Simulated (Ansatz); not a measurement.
The elements of this relaxed trial crystal are hidden behind letters.

```
lattice vectors (Å)
   5.0734    0.0000    0.0000
  -2.5367    4.3937    0.0000
   0.0000    0.0000    6.5870
fractional positions
X 0.0000 0.0000 0.5000
X 0.0000 0.0000 0.0000
X 0.3333 0.6667 0.7500
X 0.6667 0.3333 0.2500
Z 0.6667 0.3333 0.7500
Z 0.3333 0.6667 0.2500
```

Theory: DFT PBE, scalar-relativistic, plane waves, PAW in Ansatz. The final run on the 6-atom cell used 420 eV, a Γ-centred 12×12×6 mesh, 0.10 eV smearing and no spin polarisation.

```
Space group                                : P6_3/mmc (No. 194)
Conventional cell                          : a = 5.073 Å, c = 6.587 Å
Volume per atom                            : 24.47 Å³
Density                                    : 9.68 g/cm³
Formation energy                           : −0.86 eV/atom
Gap on the 12×12×6 mesh of the 6-atom cell : 0 eV (a metal)
```

Energies are uncorrected and count from the elements' standard states at the same level.

**Question.** X is a p-block element of period 6 and Z is a p-block element of period 2. Which elements are they?

**Answer.** X = Tl, Z = F, so the formula is Tl2F. Density times volume gives a mean mass of 9.68 × 24.47/1.6605 = 142.6 u per atom, and this set has 142.6 u. Among the elements that the hints allow, noble gases aside, only these give it. Tl on a site of symmetry -3m has 8 Tl at 3.29–3.36 Å and 6 F at 3.36 Å; around Tl on a site of symmetry -6m2 lie 3 F at 2.93 Å, 2 F at 3.29 Å and 6 Tl at 3.36 Å; F has 3 Tl at 2.93 Å and 8 Tl at 3.29–3.36 Å (long against the sum of covalent radii).

These runs have no spin–orbit coupling, which can matter for Tl. Symmetry constrained the relaxation, so the result can be a saddle point.
